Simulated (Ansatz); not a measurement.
As:
```cif
data_As2
_chemical_formula_sum 'As2'
_space_group_name_H-M_alt 'P 1'
_space_group_IT_number 1
_cell_length_a 4.01640
_cell_length_b 4.01640
_cell_length_c 4.01640
_cell_angle_alpha 56.195
_cell_angle_beta 56.195
_cell_angle_gamma 56.195
loop_
_space_group_symop_operation_xyz
  'x, y, z'
loop_
_atom_site_label
_atom_site_type_symbol
_atom_site_fract_x
_atom_site_fract_y
_atom_site_fract_z
_atom_site_occupancy
As1 As 0.23031 0.23031 0.23031 1
As2 As 0.76969 0.76969 0.76969 1
```

Relaxed with PBE+D3(BJ).

**Question.** Which orbitals make up the states near the Fermi level in PBE+D3(BJ) (plane waves, PAW; program Ansatz)?

**Answer.** Within 0.5 eV of the Fermi level: As 4p 79 %, As 4s 17 %. Projections are on Löwdin-orthogonalised atomic valence shells; empty p or d shells of many metals are not among them.

**Question.** Tabulate the density of states.

**Answer.** States/eV per cell of 2 atoms, in 0.25 eV bins, energy from the Fermi level.

| E (eV) | total | As 4p | As 4s |
|---|---|---|---|
| -7.85 | 0.17 | 0.04 | 0.13 |
| -7.60 | 0.14 | 0.03 | 0.11 |
| -7.35 | 0.11 | 0.02 | 0.09 |
| -7.10 | 0.09 | 0.02 | 0.08 |
| -6.85 | 0.07 | 0.01 | 0.06 |
| -6.60 | 0.06 | 0.01 | 0.05 |
| -6.35 | 0.59 | 0.52 | 0.07 |
| -6.10 | 0.74 | 0.69 | 0.05 |
| -5.85 | 0.72 | 0.67 | 0.04 |
| -5.60 | 0.70 | 0.66 | 0.03 |
| -5.35 | 0.74 | 0.70 | 0.03 |
| -5.10 | 0.81 | 0.76 | 0.04 |
| -4.85 | 0.90 | 0.85 | 0.04 |
| -4.60 | 1.01 | 0.95 | 0.05 |
| -4.35 | 1.22 | 1.16 | 0.06 |
| -4.10 | 1.29 | 1.22 | 0.06 |
| -3.85 | 1.28 | 1.20 | 0.07 |
| -3.60 | 1.28 | 1.19 | 0.08 |
| -3.35 | 1.27 | 1.18 | 0.08 |
| -3.10 | 1.29 | 1.19 | 0.09 |
| -2.85 | 1.30 | 1.20 | 0.09 |
| -2.60 | 1.32 | 1.21 | 0.10 |
| -2.35 | 1.33 | 1.21 | 0.11 |
| -2.10 | 1.25 | 1.12 | 0.11 |
| -1.85 | 1.02 | 0.90 | 0.11 |
| -1.60 | 0.93 | 0.79 | 0.12 |
| -1.35 | 0.86 | 0.73 | 0.12 |
| -1.10 | 0.72 | 0.60 | 0.10 |
| -0.85 | 0.59 | 0.49 | 0.09 |
| -0.60 | 0.48 | 0.39 | 0.08 |
| -0.35 | 0.30 | 0.24 | 0.06 |
| -0.10 | 0.14 | 0.11 | 0.03 |
| 0.15 | 0.13 | 0.10 | 0.03 |
| 0.40 | 0.48 | 0.38 | 0.07 |
| 0.65 | 1.09 | 0.90 | 0.15 |
| 0.90 | 1.35 | 1.12 | 0.17 |
| 1.15 | 1.34 | 1.13 | 0.15 |
| 1.40 | 1.16 | 0.99 | 0.11 |
| 1.65 | 1.14 | 0.96 | 0.10 |
| 1.90 | 1.30 | 1.03 | 0.10 |
| 2.15 | 1.56 | 1.19 | 0.10 |
| 2.40 | 1.62 | 1.24 | 0.10 |
| 2.65 | 1.27 | 1.02 | 0.07 |
| 2.90 | 0.91 | 0.77 | 0.05 |
| 3.15 | 1.00 | 0.87 | 0.04 |
| 3.40 | 1.03 | 0.87 | 0.04 |
| 3.65 | 1.19 | 0.95 | 0.04 |
| 3.90 | 1.28 | 0.96 | 0.04 |
| 4.15 | 1.10 | 0.83 | 0.03 |
| 4.40 | 0.88 | 0.69 | 0.03 |
| 4.65 | 0.75 | 0.59 | 0.02 |

Space group R-3m (A7 (α-As type)). The PBE+D3(BJ) relaxation kept the symmetry of its start. Spin–orbit coupling is left out wherever it is not named.

Potentials: the later of the program's two PAW sets.
